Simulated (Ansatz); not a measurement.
Data:

Starting cell, HgTe (zinc blende):

```xyz
2
Lattice="0.0000 3.3253 3.3253 3.3253 0.0000 3.3253 3.3253 3.3253 0.0000" Properties=species:S:1:pos:R:3 pbc="T T T"
Te     4.9880     4.9880     4.9880
Hg     0.0000     0.0000     0.0000
```

Scan: atom 1 (Te, nearest neighbour Hg at 2.880 Å; its periodic images, 4.7 Å or more away, move with it) is displaced along Cartesian x, direction (1.000, 0.000, 0.000) in Cartesian axes, by s. The other atoms stay.

All values below come from PBE (plane waves to 420 eV, PAW, scalar-relativistic; Ansatz, a quantum-chemistry and plane-wave program). k mesh 10×10×10 (Γ-centred), Fermi-Dirac smearing 0.05 eV. The energy includes the smearing's −TS. With partly filled bands, energies and forces of such displacements shift with the k mesh and the smearing. At this level the bands of HgTe touch or barely overlap. HgTe was relaxed with its symmetry unable to fall. Spin-orbit coupling is left out, though Hg and Te are heavy. The PAW data are Ansatz's earlier set. The relaxed volume of HgTe is well above the measured one; the method has no dispersion term. The zero of ΔE is the undisplaced structure.

The scan covers s from -0.290 to 0.290 Å in 11 points.

### Question
Is the energy the same for equal positive and negative displacements?

### Answer
Even: the same for both signs. With its periodic images moving along, the atom's site symmetry in this cell is -43m.

### Question
What is the force constant k = d²E/ds² of this move at s = 0?

### Answer
2.66 eV/Å².

### Question
With two atoms in the cell this is the zone-centre optical mode. What wavenumber follows?

### Answer
96 cm⁻¹.

(A displaced cell: forces are minus the slopes of the energy, force constants its curvatures, and phonons follow from these.)
